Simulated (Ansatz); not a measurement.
# CO: reading a single point

```xyz
8
Lattice="5.6704 0.0246 0.0747 0.0246 5.3610 0.0813 0.0747 0.0813 5.5284" Properties=species:S:1:pos:R:3 pbc="T T T"
C     5.5417    5.2199    5.4379
C     3.1260    0.2901    2.5707
C     2.6153    2.9135    0.3112
C     0.2871    2.4864    3.0231
O     0.3666    0.3516    0.3732
O     2.5128    5.0752    3.2235
O     3.2819    2.4066    5.2318
O     5.3051    3.1113    2.4971
```

Method: r2SCAN, no spin polarisation; PAW, plane waves to 500 eV, 3×4×3 (shifted by 0.5, 0, 0 steps) mesh, fermi-dirac occupations (width 0.1 eV) (Ansatz 0.2.0), atoms fixed.

**Formation energy.** -0.11 eV an atom against the elements' usual phases (free molecules for gases, crystals otherwise, with no correction for O₂ or N₂), so it is bound against them; other compounds may still compete. Relaxing would lower it.
**Electronic structure.** The gap on the k mesh is 7.03 eV; the mesh may miss the band edges, so the true gap of this level can be smaller.
**Stress.** The pressure is 17.8 GPa (compression positive), so with the atoms held at these fractions the cell would first expand; the forces are large, so a full relaxation may end otherwise. The principal stresses 12.9, 18.7, 21.9 GPa differ, so its shape would change too.
**Forces.** The largest is on O6: 16.13 eV/Å, components (-9.96, -9.01, 8.94). It makes 180° with the line to a nearest neighbour, C2 at 1.03 Å, pointing away from it.

Origin: a strained cell with displaced atoms, so it need not be a known compound. Caveats: an odd or shifted mesh can miss the band edges, so this level's true gap may be smaller; atoms or cell far from equilibrium.
